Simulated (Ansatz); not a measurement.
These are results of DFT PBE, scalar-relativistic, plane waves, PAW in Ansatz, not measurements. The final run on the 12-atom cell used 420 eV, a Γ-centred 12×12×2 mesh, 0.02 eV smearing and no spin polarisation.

Formation energies are uncorrected and count from the elements' standard states at the same level.

Question: Suggest a trial structure for a trigonal semiconductor that holds Mg and 2 more elements, with a gap near 1.9 eV, a formation energy near −1.28 eV/atom and about 18 Å³ per atom, in a cell of 12 atoms.

Answer: Mg₅CdS₆, space group P-3m1 (No. 164). Around Mg on a site of symmetry 3m lie 6 S at 2.63 Å; Mg on a site of symmetry -3m is surrounded by 6 S at 2.63 Å; Cd has 6 S at 2.72 Å; around S on its first site lie 6 Mg at 2.63 Å; 3 more sites not described.

```
Mg Cd S
1.0
     3.73002    0.00000    0.00000
    -1.86501    3.23029    0.00000
     0.00000    0.00000   18.30973
Mg Cd S
5 1 6
Cartesian
  0.0000 2.1535 15.3048
  0.0000 0.0000 0.0000
  1.8650 1.0768 3.0049
  0.0000 2.1535 6.0120
  1.8650 1.0768 12.2977
  0.0000 0.0000 9.1549
  1.8650 1.0768 16.8076
  0.0000 2.1535 1.5022
  0.0000 0.0000 4.5071
  1.8650 1.0768 7.4985
  0.0000 2.1535 10.8112
  0.0000 0.0000 13.8026
```

| Item | Value |
| --- | --- |
| Volume per atom | 18.38 Å³ |
| Density | 3.21 g/cm³ |
| Formation energy | −1.281 eV/atom |
| Gap on the 12×12×2 mesh of the 12-atom cell | 1.92 eV |

The structure comes from a generated guess, relaxed at this level; another structure or a mixture of phases may lie lower. Other answers may fit too; this one was computed.

Kohn–Sham gaps at this level usually fall short of measured ones. The reference form of S is held partly by dispersion forces, which this level lacks. A structure relaxed within its symmetry needn't be a true minimum.
